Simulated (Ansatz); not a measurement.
# Elastic constants of Be (P6_3/mmc) under pressure

```yaml
crystal:
  lattice:
    - [2.25680, 0.00000, 0.00000]
    - [-1.12840, 1.95444, 0.00000]
    - [0.00000, 0.00000, 3.55435]
  atoms:
    - { symbol: Be, position: [0.33333, 0.66667, 0.25000] }
    - { symbol: Be, position: [0.66667, 0.33333, 0.75000] }
```

This is the zero-pressure cell. At each pressure cell and atoms are relaxed in this structure, and the constants are slopes of the stress at strains of ±0.005 with relaxed ions (the coefficients that govern stability under load). Level: PBEsol, PAW on Ansatz 0.2.0's default frozen-core files (fitted under PBE), scalar-relativistic; k mesh 24×24×14, strains of ±0.005, Fermi-Dirac smearing of 0.100 eV, cutoff 420 eV. P is the pressure of the relaxed cell, less that of this one.

```csv
P (GPa),V/V₀,C11 (GPa),C12 (GPa),C13 (GPa),C33 (GPa),C44 (GPa)
0.00,1.0000,288.9,56.2,10.8,384.8,169.0
1.01,0.9920,294.5,59.2,12.1,392.6,171.1
2.02,0.9842,300.0,62.3,13.3,400.3,173.2
4.00,?,?,?,?,?,?
6.99,0.9495,326.6,77.1,19.3,437.2,183.0
9.98,0.9308,342.0,85.9,23.1,458.6,188.6
15.01,0.9026,367.2,100.5,29.4,493.5,197.5
```

Question: Does the bulk modulus from the constants agree with the pressure-volume curve?

Answer: A third-order Birch-Murnaghan fit to the volumes shown (F against f, f = [(V₀/V)^(2/3) − 1]/2) gives B₀ = 123.7 GPa and B′ = 3.3. Its −V dP/dV stands beside the Reuss value 1/ΣS_ij (i, j ≤ 3):

| P (GPa) | from P(V) | from the constants |
| --- | --- | --- |
| 0.00 | 123.7 | 123.7 |
| 1.01 | 127.0 | 127.0 |
| 2.02 | 130.4 | 130.4 |
| 6.99 | 146.4 | 146.4 |
| 9.98 | 155.7 | 155.8 |
| 15.01 | 171.0 | 171.3 |

Question: What are the pressure derivatives at zero pressure?

Answer: Slopes at V₀ of quadratic fits in −ln(V/V₀) through the first four rows shown, divided by B₀: dC11/dP = 5.5, dC12/dP = 3.0, dC13/dP = 1.2, dC33/dP = 7.8, dC44/dP = 2.1. The mean slopes up to 2.0 GPa are 5.5, 3.0, 1.2, 7.7, 2.1; curvature and scatter of the constants part the two.

Question: Fill the row at 4.00 GPa.

Answer: Cubic fits in −ln(V/V₀) through all rows shown give C11 = 310.7, C12 = 68.2, C13 = 15.7, C33 = 415.2, C44 = 177.2 GPa. Computed: V/V₀ = 0.9697, C11 (GPa) = 310.7, C12 (GPa) = 68.2, C13 (GPa) = 15.7, C33 (GPa) = 415.2, C44 (GPa) = 177.2.

Question: Does a shear stiffness soften?

Answer: C44 goes from 169.0 to 197.5 GPa; (C11 − C12)/2 goes from 116.4 to 133.4 GPa. Neither ends more than 3 % under its start, and the lattice stays mechanically stable over this range.

Keep in mind: no other phase was computed; many crystals of this kind change structure within this range, and rows or crossings beyond such a change describe a metastable lattice; frozen-core PAW files fitted under PBE, their cores solved anew for the functional of the run; responses of metals move with mesh and smearing; elastic stability says nothing of phonons or of other phases; phonons weren't checked at these pressures.
